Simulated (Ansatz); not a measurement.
Task: Each is relaxed and computed with PBE in the plane-wave PAW code Ansatz. Which is the only metal?
A. SnC, wurtzite
B. SiC, wurtzite
C. LaN, zinc blende
D. ReC, zinc blende

Result: D, ReC, zinc blende. ReC: metal; SiC: gap 2.31 eV (indirect); SnC: gap 0.80 eV (direct); LaN: gap 1.17 eV (indirect). Typed or built starts, not in the databases checked: ReC, zinc blende; SnC, wurtzite; LaN, zinc blende. All cells were relaxed under the symmetry of their starts (and spin orders); stability against distortions was not tested throughout. Rows with no word on spin ran without spin polarisation. Scalar-relativistic: spin–orbit coupling is off unless named, which matters more the heavier the elements.

Potentials: the earlier of the program's two PAW sets.
